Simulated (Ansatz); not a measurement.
Given:

GeSe:
```xyz
8
Lattice="7.7579 0.0000 0.0000 0.0000 3.8400 0.0000 0.0000 0.0000 5.8288" Properties=species:S:1:pos:R:3 pbc="T T T"
Ge     3.7905     0.9600     4.5185
Ge     7.6694     0.9600     4.2247
Ge     3.9674     2.8800     1.3103
Ge     0.0885     2.8800     1.6041
Se     6.3651     0.9600     0.6463
Se     2.4862     0.9600     2.2681
Se     1.3928     2.8800     5.1825
Se     5.2717     2.8800     3.5607
```

This is the PBEsol-relaxed structure. Cartesian axes are those of the cell as given.

**Question.** All from plane-wave PAW PBEsol (Ansatz code), unless another level is named. Estimate the Hill bulk and shear moduli.

**Answer.** 37.6 and 23.8 GPa.

**Question.** And the highest zone-centre frequency (without LO–TO term)?

**Answer.** 210 cm⁻¹.

**Question.** What about the elastic constants (relaxed ions, GPa)?

**Answer.** C11 = 42.8, C22 = 93.0, C33 = 65.7, C12 = 42.9, C13 = 18.4, C23 = 21.2, C44 = 25.6, C55 = 25.0, C66 = 47.2.

Space group Pnma. The PBEsol relaxation kept the symmetry of its start. The volume moved by 33 % from the start of the relaxation.

Potentials: the later of the program's two PAW sets.
